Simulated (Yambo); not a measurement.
Yambo run on CdI2 (CdI2 type, space group P-3m1, No. 164). The wavefunctions come from this Quantum ESPRESSO step (PBEsol, PseudoDojo standard norm-conserving files, fully relativistic):

```
&CONTROL
  calculation = 'nscf'
  pseudo_dir = './pseudo'
  outdir = './out'
/
&SYSTEM
  ibrav = 0
  nat = 3
  ntyp = 2
  ecutwfc = 102.0
  ecutrho = 408.0
  occupations = 'fixed'
  force_symmorphic = .true.
  nbnd = 246
  noncolin = .true.
  lspinorb = .true.
/
&ELECTRONS
  conv_thr = 3.0000000000000004e-09
  diago_full_acc = .true.
  diago_thr_init = 1e-08
/
ATOMIC_SPECIES
Cd 112.4140 Cd.upf
I 126.9045 I.upf
CELL_PARAMETERS angstrom
  4.242057390728   0.000000000000   0.000000000000
 -2.121028695364   3.673729464682   0.000000000000
  0.000000000000   0.000000000000   6.817171223000
ATOMIC_POSITIONS crystal
Cd   0.000000000000   0.000000000000   0.000000000000
I   0.333333333333   0.666666666667   0.253593283200
I   0.666666666667   0.333333333333   0.746406716800
K_POINTS automatic
3 3 2 0 0 0
```

Yambo input:

```
rim_cut
gw0
dyson
el_el_corr
HF_and_locXC
ppa
em1d
RandQpts= 1000000
RandGvec= 1 Ry
EXXRLvcs= 102 Ry
VXCRLvcs= 408 Ry
Chimod= "HARTREE"
% BndsRnXp
 9 | 244 |
%
NGsBlkXp= 6 Ry
% LongDrXp
 1.0 | 1.0 | 1.0 |
%
PPAPntXp= 27.2114 eV
% GbndRnge
 1 | 244 |
%
GTermKind= "BG"
DysSolver= "n"
ExtendOut
% QPkrange
 1 | 1 | 32 | 36 |
 2 | 2 | 34 | 35 |
 5 | 5 | 34 | 35 |
 6 | 6 | 34 | 35 |
%
```

k points by index: 1 = Γ, 2 = A, 5 = K, 6 = H.

Resulting energies as the program prints them:

```
#    K-point    Band    Eo [eV]    E [eV]    E-Eo [eV]    Vxc [eV]    Vnlxc [eV]    Sc|Eo [eV]    Sc|E [eV]    dSc/dw|Eo [eV]    Re(Z)    Im(Z)
#
    1    32    -0.181699    -0.897292    -0.715593    -12.18617    -14.81928    1.735172    1.917518    -6.932829    0.796952    -0.001526
    1    33    -0.158805    -0.841393    -0.682588    -11.55929    -14.01116    1.594768    1.769286    -6.956050    0.796410    -0.001555
    1    34    -0.158805    -0.841393    -0.682588    -11.55929    -14.01116    1.594768    1.769286    -6.956050    0.796410    -0.001555
    1    35    1.990440    2.555634    0.565194    -10.59436    -6.515455    -3.387610    -3.513712    -6.070015    0.817613    -0.001325
    1    36    1.990440    2.555634    0.565194    -10.59436    -6.515455    -3.387610    -3.513712    -6.070015    0.817613    -0.001325
    2    34    0.000000    -0.703070    -0.703070    -12.33958    -14.91597    1.695195    1.873321    -6.893051    0.797881    -0.001499
    2    35    3.231726    3.881359    0.649633    -11.79825    -7.510320    -3.485824    -3.638295    -6.385007    0.809945    -0.001845
    5    34    -1.417389    -2.210538    -0.793149    -11.20047    -14.13926    1.935756    2.145639    -7.198458    0.790793    -0.002716
    5    35    2.182871    2.726744    0.543874    -10.93219    -7.071460    -3.192165    -3.316857    -6.237472    0.813520    -0.001343
    6    34    -0.478613    -1.192786    -0.714173    -12.01439    -14.64451    1.733177    1.915944    -6.962597    0.796257    -0.001574
    6    35    3.038775    3.721745    0.682970    -12.08665    -7.875198    -3.365712    -3.528483    -6.484119    0.807565    -0.001464
```
(The two width columns are left out.) Convergence of these settings isn't established.

Geometry relaxed with PBE+D3(BJ).
